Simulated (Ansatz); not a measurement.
CaLaGaO4 — Ga-69 nuclear quadrupole resonance

Cell: a COD entry, ions relaxed with PBE at fixed cell.

Space group Pnma (No. 62); a = 11.8083, b = 6.8603, c = 5.3529 Å.

| site | Wyckoff | site symmetry | x | y | z |
| --- | --- | --- | --- | --- | --- |
| Ca | 4b | -1 | 0.5000 | 0.0000 | 0.0000 |
| La | 4c | .m. | 0.2204 | 0.2500 | 0.0116 |
| Ga | 4c | .m. | 0.4104 | 0.2500 | 0.5678 |
| O13 | 8d | 1 | 0.3383 | 0.0379 | 0.7316 |
| O21 | 4c | .m. | 0.4090 | 0.2500 | 0.2264 |
| O25 | 4c | .m. | 0.5531 | 0.2500 | 0.7270 |

One atom of each set is listed; the run and its k-mesh use a cell of 28 atoms with edges of 11.81, 5.35, 6.86 Å.

Computed with Ansatz: DFT, PBE, plane waves and PAW, scalar-relativistic, 420 eV cutoff, Γ-centred 2×4×3 k-points, Fermi–Dirac smearing 0.02 eV.

Ga-69: I = 3/2, Q = 171.0 mb (year-2017 value). Static lattice, zero field.

(1) At which frequencies do the Ga-69 NQR lines lie?

(2) And for ⁷¹Ga (I = 3/2, Q = 107.0 mb) on Ga?

## Answers

(1) For I = 3/2 there is one line, ν = (|C_Q|/2)(1 + η²/3)^½.

```
site  atoms  V_zz (10²¹ V/m²)  C_Q (MHz)     η  line frequencies (MHz)
  Ga      4             -5.83      -24.1  0.13                    12.1
```

(2) C_Q scales with Q to -15.1 MHz, with lines at 7.56 MHz.

The relaxation (6 steps) took 6.4 min of wall time (6.4 min of CPU time) and 1.1 GiB at its peak, on 1 thread of Arm Neoverse V2 (aarch64; 8 cores open to the job, memory cap 3.0 GiB, no GPU), a shared host with a load of 0.3 a core.
